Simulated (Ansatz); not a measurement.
## Nb: stationary points along a deformation path

Level of theory: DFT r2SCAN, scalar-relativistic, plane waves, PAW (Ansatz 0.2.0). Cutoff 500 eV, Γ-centred 22×22×22 k-points, Gaussian smearing of 0.15 eV. No spin polarisation. Energies are free energies at this smearing, counted from the undisturbed cell; pressure is positive in compression.

The undisturbed cell (as given, not relaxed at this level; it stands at -2.0 GPa; this fcc form isn't the usual structure):

```
CELL_PARAMETERS angstrom
0.00000 2.11500 2.11500
2.11500 0.00000 2.11500
2.11500 2.11500 0.00000
ATOMIC_POSITIONS crystal
Nb 0.00000 0.00000 0.00000
```

At fixed volume and fractional coordinates, lengths along (0.000, 0.000, 1.000) are scaled against those across it; ρ is that ratio over its starting value. V = 18.922 Å³/atom. Δσ is the stress along the axis less the mean stress across it (compression positive).

```
    ρ  ΔE (meV/atom)  Δσ (GPa) space group
0.650         -289.0      6.06       I4/mmm
0.707         -311.0      0.01        Im-3m
0.780         -271.3    -10.31       I4/mmm
0.850         -175.1    -17.25       I4/mmm
0.920          -64.5    -16.60       I4/mmm
0.960          -17.5    -10.49       I4/mmm
1.000            0.0      0.00        Fm-3m
1.050          -22.7     10.73       I4/mmm
1.100          -71.7     15.16       I4/mmm
1.200         -165.7      9.65       I4/mmm
1.300         -186.1     -3.89       I4/mmm
1.414         -114.9    -17.84       I4/mmm
1.500           -3.4    -30.26       I4/mmm
```

Problem. How does the stress give the slope of the energy, and where is the energy stationary?

Solution. Along the path d ln(length) is 2/3 d ln ρ on the axis and −1/3 d ln ρ across it, so dE/d ln ρ = −(2/3) V Δσ: the energy falls with ρ where Δσ is positive. Δσ vanishes or changes sign at ρ = 0.707 (Im-3m), a minimum at -311.0 meV/atom; at ρ = 1.000 (Fm-3m), a maximum at 0.0 meV/atom; between ρ = 1.200 and 1.300, a minimum (near 1.27 by linear interpolation). Pairs of stationary points between two samples would go unseen, and could change a minimum read from distant neighbours into a maximum. At ρ = 0.707, 1.000 the cell is cubic, where symmetry alone makes the stress isotropic and the slope zero.

Problem. Which shear constant sets the curvature at ρ = 1?

Solution. For a cubic crystal E/V = (2/3) C (ln ρ)² with C = C′ = (C11 − C12)/2, so Δσ = −2C ln ρ. The parabola of Δσ against ln ρ through ρ = 0.960, 1 and 1.050 gives C ≈ -120 GPa with the ions clamped, rough because the steps are large. It is the stress–strain coefficient at this cell's pressure of -2.0 GPa, not the zero-pressure constant. It is negative, so the cubic cell is unstable to this shear.

Problem. Integrate that slope from ρ = 1 to 1.200 by the trapezoid rule.

Solution. With V/N in Å³ and 1 eV/Å³ = 160.2 GPa the slopes at ρ = 1.000, 1.050, 1.100, 1.200 are 0, -845, -1194, -760 meV/atom per unit of ln ρ. The steps add (-20.6) + (-47.4) + (-85.0) = -153.0 meV/atom, against -165.7 from the energies; the trapezoid rule misses the curvature of the slope within each step.

Problem. Is the start the lowest point of the path?

Solution. No: ρ = 0.707 lies 311.0 meV/atom lower, with no sampled rise above the start on the way. Volume and inner coordinates are held, so a relaxed structure there would lie lower still.

In a metal these slopes depend on the k mesh and the smearing.